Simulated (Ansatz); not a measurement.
**Sn: tetragonal deformation path**

These are results of DFT r2SCAN, scalar-relativistic, plane waves, PAW (Ansatz 0.2.0), not measurements. Settings: plane waves to 500 eV, k-mesh 24×24×24 (Γ-centred), Gaussian smearing 0.15 eV. No spin polarisation. Energies are free energies at this smearing, counted from the undisturbed cell; pressure is positive in compression.

The starting cell (relaxed at this level):

```yaml
crystal:
  lattice:
    - [-2.92940, 2.92940, 1.60722]
    - [2.92940, -2.92940, 1.60722]
    - [2.92940, 2.92940, -1.60722]
  atoms:
    - { symbol: Sn, position: [0.75000, 0.25000, 0.50000] }
    - { symbol: Sn, position: [0.00000, 0.00000, 0.00000] }
```

At fixed volume and fractional coordinates, lengths along (0.000, 0.000, 1.000) are scaled against those across it; ρ is that ratio over its starting value. The cell is metallic on the mesh throughout.

```
    ρ  ΔE (meV/atom)
0.850          102.4
0.920           19.5
0.960            2.6
1.000            0.0
1.100           31.2
1.200           89.3
```

Cost: 6 runs of about 5.3 core-minutes in all, on Intel Xeon 6975P-C (Granite Rapids) (shared hosts).